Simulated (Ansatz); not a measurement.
The cell is an ordered 8-atom cell of Ga4SbAs3 on the wurtzite lattice (Cm); cell and atoms were relaxed with r2SCAN. The symmetry is Cm (No. 8, monoclinic); conventional cell a = 15.191 Å, b = 4.082 Å, c = 7.059 Å, β = 117.6°, 24.24 Å³ an atom. Around As lie 4 Ga at 2.47–2.51 Å; around As lie 4 Ga at 2.44–2.51 Å; around Ga lie 3 As at 2.47 Å and 1 Sb at 2.60 Å; around Ga lie 4 As at 2.50–2.51 Å; around As lie 4 Ga at 2.46–2.50 Å; around Sb lie 4 Ga at 2.57–2.61 Å; around Ga lie 2 As at 2.44–2.46 Å and 2 Sb at 2.57 Å; around Ga lie 3 As at 2.47–2.48 Å and 1 Sb at 2.61 Å.

```yaml
crystal:
  lattice:
    - [7.59534, -2.04097, 0.03577]
    - [7.59534, 2.04097, 0.03577]
    - [-3.30489, 0.00000, 6.23805]
  atoms:
    - { symbol: As, position: [0.00393, 0.00393, 0.67133] }
    - { symbol: As, position: [0.75000, 0.75000, 0.08518] }
    - { symbol: Ga, position: [0.18743, 0.18743, 0.86507] }
    - { symbol: Ga, position: [0.93667, 0.93667, 0.27282] }
    - { symbol: As, position: [0.49667, 0.49667, 0.16401] }
    - { symbol: Sb, position: [0.25079, 0.25079, 0.58114] }
    - { symbol: Ga, position: [0.67965, 0.67965, 0.33406] }
    - { symbol: Ga, position: [0.44488, 0.44488, 0.77639] }
```

The questions ask for values computed with Ansatz on this geometry. The calculation is spin-unpolarised, and the structure need not be a phase that has been made.

Given (6×6×4 mesh): r2SCAN gives a direct gap of 0.18 eV at Γ.

Q: What does PBE give for the gap (6×6×4 mesh)?

A: The PBE gap is indirect, 0.01 eV (Y₂–Γ (0.90 of the way from Y₂) to Γ), below the direct gap of 0.04 eV at Y₂–Γ (0.90 of the way from Y₂). (With 0.02 eV of smearing so small a gap leaves both edges partly filled, and it could close between the points sampled.) The gap differs by -0.17 eV from r2SCAN's.

Q: What does HSE06 give for the gap (4×4×2 mesh)?

A: With HSE06 the gap is 0.56 eV and direct, at Γ. The gap differs by +0.38 eV from r2SCAN's.

Q: What do these levels agree on?

A: Direct and least gap lie within 0.04 eV at some levels, so the kind of gap isn't settled.

No spin-orbit coupling is included; it can move band edges with weight on the heavy atoms by tenths of an eV.

The meshes of the hybrids are coarse, so their gaps aren't converged to the digits shown.

Gaps under 0.1 eV (PBE) can't be told from a closed one: the bands may be in normal order or already inverted, which a gap's size doesn't show.
